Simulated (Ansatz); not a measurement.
A relaxed cell of SnTe (Fm-3m (No. 225)), relaxed on a k-mesh at least as fine as the one used below. Method: PBE (plane waves to 420 eV, PAW, scalar-relativistic; Ansatz, an electronic-structure program). Γ-centred k-mesh 9×9×9 on the run's cell (coarser than for final values), Fermi–Dirac smearing 0.05 eV.

```xyz
2
Lattice="0.0000 3.2046 3.2046 3.2046 0.0000 3.2046 3.2046 3.2046 0.0000" Properties=species:S:1:pos:R:3 pbc="T T T"
Sn     0.0000     0.0000     0.0000
Te     3.2046     3.2046     3.2046
```

The atoms are displaced along an unstable phonon of this cell by (Å):

```csv
atom,ux,uy,uz
Sn1,0.000,0.000,-0.150
Te2,0.000,0.000,0.140
```

Task: What forces (eV/Å) and pressure result?

Result: 
```tsv
atom	Fx	Fy	Fz
Sn1	0.00	0.00	0.32
Te2	0.00	0.00	-0.32
```

Pressure +1.0 GPa.

Task: Estimate the energy cost of the displacement in the harmonic approximation and compare with the calculation.

Result: For a harmonic well ΔE = −½ Σ F·u = 0.046 eV a cell, or 23 meV/atom. The calculated energy relative to the undisplaced cell is +0.010 eV/atom, so anharmonic terms matter at this amplitude.

No spin polarisation in the result.

The run that gave the undisplaced cell could not lose the symmetry of its start.
